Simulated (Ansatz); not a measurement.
## FeCo3 (P4/mmm): electronic heat capacity from the density of states

Computed with Ansatz 0.2.0, DFT r2SCAN, scalar-relativistic, plane waves, PAW.

Settings: cutoff 500 eV, Γ-centred mesh 16×16×6 on the computed 4-atom cell, Gaussian smearing of 0.10 eV; collinear spin from starting moments 3.18 2.13 2.1 2.13 μB.

Relaxed cell: P4/mmm, a = 2.473 Å, b = 2.473 Å, c = 7.250 Å, α = 90.00°, β = 90.00°, γ = 90.00°, 4 atoms in the primitive cell. Whether it is the stable form of this composition wasn't checked.

The density of states at the Fermi level is 2.623 states/eV in the cell of 4 atoms (1 formula unit; both spins, tetrahedra on a 24×24×9 mesh). The run ends with a moment of 8.21 μB a cell (largest on a site 2.89 μB), and the figure is for this state; a paramagnetic sample can have a quite different one. Another magnetic order, if the compound takes it, can change N(E_F) and the shape of the cell a good deal.

**Question.** What Sommerfeld coefficient does this give?

**Answer.** Per formula unit N(E_F) = 2.623 states/eV. γ = (π²/3) k_B² N(E_F) N_A = 2.357 mJ/(mol K²) per state/eV, so γ = 6.2 mJ/(mol K²), a mole of formula units. This is the bare band result: a measured γ of the same phase and magnetic order is as a rule larger by a factor 1 + λ from phonons and spin fluctuations. N(E_F) at one energy is sensitive to the mesh where the density of states has sharp peaks.

The state reached may not be the lowest one. Only parallel moments were tried here.

Only this magnetic start was tried.

Cost: 1 run of about 1.7 core-minutes, on Intel Xeon 6975P-C (Granite Rapids) (shared hosts).